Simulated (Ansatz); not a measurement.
# 91Zr nuclear quadrupole resonance in ZrB₂

Cell: a structure deposited in the COD, its atoms then relaxed with PBE in this cell.

```yaml
crystal:
  lattice:
    - [3.17000, 0.00000, 0.00000]
    - [-1.58500, 2.74530, 0.00000]
    - [0.00000, 0.00000, 3.53300]
  atoms:
    - { symbol: Zr, position: [0.00000, 0.00000, 0.00000] }
    - { symbol: B, position: [0.33333, 0.66667, 0.50000] }
    - { symbol: B, position: [0.66667, 0.33333, 0.50000] }
```

Atoms are numbered from 1 in the order listed; like atoms form one site, named after its first atom.

All values are calculated (Ansatz; DFT, r2SCAN, plane waves and PAW, scalar-relativistic, 500 eV cutoff, Γ-centred 17×17×13 k-points, Fermi–Dirac smearing 0.05 eV), not measured.

91Zr: I = 5/2, Q = -176.0 mb (year-2017 value). Static lattice, zero field.

(1) Predict the zero-field 91Zr lines of each site.

Answers

(1) For I = 5/2 and η = 0 the lines are 3|C_Q|/20 and twice that; η pulls their ratio below 2.

```json
{"site": "Zr", "atoms": "1", "V_zz (10²¹ V/m²)": "4.15", "C_Q (MHz)": "-17.7", "η": "0.00", "line frequencies (MHz)": "2.65, 5.30"}
```

An axis of threefold or higher order runs through Zr, so V_zz lies along it and η is zero.

The run finds no gap above 0.1 eV (a metal, or nearly one), so the gradients can move by 10 % or more with the k-mesh. Without spin–orbit coupling (the program notes it for Zr) the gradients can shift somewhat, as the gap is small.

The run took 2.7 s of wall time (8.7 s of CPU time) and 0.53 GiB at its peak, on 4 threads of Intel Xeon 6975P-C (Granite Rapids) (x86_64; 16 cores open to the job, memory cap 8.0 GiB, no GPU), a shared host with a load of 0.1 a core.
